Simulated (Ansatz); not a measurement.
Au:
```
Au
1.0
    0.00000     2.02316     2.02316
    2.02316     0.00000     2.02316
    2.02316     2.02316     0.00000
Au
1
Direct
  0.00000   0.00000   0.00000
```

Relaxed with LDA. Special points in fractions of this cell's reciprocal vectors: Γ (0.000, 0.000, 0.000); X (0.500, 0.000, 0.500); U (0.625, 0.250, 0.625); K (0.375, 0.375, 0.750); L (0.500, 0.500, 0.500); W (0.500, 0.250, 0.750).

Question: List the band energies nearest the Fermi level at these points for LDA (plane waves, PAW; program Ansatz).

Answer: In eV from the Fermi level; about four levels below and three above (degenerate sets whole), none deeper than 8.9 eV; … stands for higher levels left out; points with the same levels are listed once.

```tsv
k	below	above
Γ	-4.98 -4.98 -4.98 -3.36 -3.36	…
X	-7.15 -2.13 -1.75 -1.75	0.73 …
U	-6.19 -4.10 -3.06 -2.23	3.71 …
L	-5.02 -5.02 -2.09 -2.09 -1.28	…
W	-5.48 -5.48 -3.54 -1.75	4.63 …
```

Space group Fm-3m (fcc (Cu type)). The cell was relaxed with LDA under the symmetry of its start. Spin–orbit coupling is left out wherever it is not named.

Potentials: the later of the program's two PAW sets.
